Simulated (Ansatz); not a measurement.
Here is the system:

SiCO$_{4}$:
```cif
data_CO4Si
_chemical_formula_sum 'Si1 C1 O4'
_space_group_name_H-M_alt 'P 1'
_space_group_IT_number 1
_cell_length_a 4.54900
_cell_length_b 4.54900
_cell_length_c 4.54900
_cell_angle_alpha 121.761
_cell_angle_beta 121.761
_cell_angle_gamma 86.977
loop_
_space_group_symop_operation_xyz
  'x, y, z'
loop_
_atom_site_label
_atom_site_type_symbol
_atom_site_fract_x
_atom_site_fract_y
_atom_site_fract_z
_atom_site_occupancy
Si1 Si 0.00000 0.00000 0.00000 1
C1 C 0.75000 0.25000 0.50000 1
O1 O 0.41280 0.27286 0.42218 1
O2 O 0.85068 0.99062 0.57782 1
O3 O 0.72714 0.14932 0.13994 1
O4 O 0.00938 0.58720 0.86006 1
```

This is the PBE-relaxed structure.

All from PBE (plane waves, PAW; program Ansatz), unless another level is named. Predict the band gap.

6.89 eV (indirect).

Give the electron effective mass.

0.56 mₑ (isotropic).

And the conduction-band minimum?

at Γ.

Space group I-4. The start of the workflow was typed in or built on a structure type; neither database checked (COD, Materials Project) lists it. Its standing as an ambient phase is unchecked. The cell was relaxed with PBE under the symmetry of its start; its stability against distortions is not shown here. The volume moved by 18 % from the start of the relaxation.

Potentials: the earlier of the program's two PAW sets.
